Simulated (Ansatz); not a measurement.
# Computed properties of C

C:
Space group P4₂/ncm, origin choice 1 (No. 138); a = b = 3.4270 Å, c = 6.0874 Å, α = β = γ = 90.00°

```json
[
 {"atom": "C", "site": "8i", "symmetry": "..m", "x": "0.6682", "y": "0.1682", "z": "0.1402"},
 {"atom": "C", "site": "4b", "symmetry": "-4..", "x": "0.0000", "y": "0.0000", "z": "0.0000"}
]
```

Space group P4_2/ncm (No. 138); conventional cell a = b = 3.4270 Å, c = 6.0874 Å, α = β = γ = 90.00°.

Method: plane-wave PAW PBE (Ansatz code). The cell and atoms are relaxed at this level. Other levels are named where they apply.

Cell and energy:

- Volume per atom: 5.96 Å³
- Density: 3.35 g/cm³

Electronic structure:

* **Band gap**: 3.74 eV (indirect)
* **Valence-band maximum**: at Γ
* **Conduction-band minimum**: on the A–Z line, 75 % of the way from A (4 equivalent valleys)
* **Smallest direct gap on the standard path**: 4.96 eV
* **Electron effective mass**: 0.44, 0.51, 0.56 mₑ (principal values)
* **Hole effective mass**: 0.48, 0.51, 0.51 mₑ (principal values)

Mechanics:

Bulk modulus (Birch–Murnaghan fit): 403 GPa
Pressure derivative B′: 3.7

The start of the workflow was typed in or built on a structure type; neither database checked (COD, Materials Project) lists it. It is not the phase usual at ambient conditions (space group No. 194, 227). The cell was relaxed with PBE under the symmetry of its start; whether a distortion lowers the energy is not shown.

Potentials: the earlier of the program's two PAW sets.
